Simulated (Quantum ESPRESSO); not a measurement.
# Quadrupole interaction in BaSrInSbO6

```xyz
10
Lattice="0.0000 4.1617 4.1617 4.1617 0.0000 4.1617 4.1617 4.1617 0.0000" Properties=species:S:1:pos:R:3 pbc="T T T"
Ba     2.0809     2.0809     2.0809
Sr     6.2426     6.2426     6.2426
In     0.0000     0.0000     0.0000
Sb     4.1617     4.1617     4.1617
O      2.1594     4.1617     4.1617
O      4.1617     6.1640     4.1617
O      6.1640     4.1617     4.1617
O      4.1617     2.1594     4.1617
O      4.1617     4.1617     6.1640
O      4.1617     4.1617     2.1594
```
The geometry is a computed Materials Project entry, not a measured one. It is BaSrInSbO6 in F-43m; whether this form has been observed was not checked. Stability against distortions was not tested.

Computed: field gradients by a PBE PAW density (pw.x of a modified build of Quantum ESPRESSO, JTH datasets) with the all-electron reconstruction of Petrilli and co-workers, 22.5 Ha, k-mesh 5×5×5 through Γ.

```tsv
site	site symmetry	Vzz (10²¹ V/m²)	η_Q	∣C_Q∣ (MHz)
Ba (atom 1)	-43m	0	–	0 (¹³⁷Ba)
Sr (atom 2)	-43m	0	–	0 (⁸⁷Sr)
In (atom 3)	-43m	0	–	0 (¹¹⁵In)
Sb (atom 4)	-43m	0	–	0 (¹²¹Sb)
O (atoms 5, 6, 7, 8, 9, 10)	2mm	10.94	0.13	6.77 (¹⁷O)
```

Quadrupole moments taken as inputs (sizes, barn, from the tables of PySCF and pymatgen): ¹³⁷Ba 0.245, ⁸⁷Sr 0.305, ¹¹⁵In 0.77, ¹²¹Sb 0.543, ¹⁷O 0.0256.

Principal values are ordered |Vxx| ≤ |Vyy| ≤ |Vzz|, η = (Vxx − Vyy)/Vzz, and C_Q = eQVzz/h is given by its size. Cores are frozen. Against all-electron runs on small test molecules, this scheme's |Vzz| missed by −2 to +6 % on O. Static lattice: thermal averaging is not included.
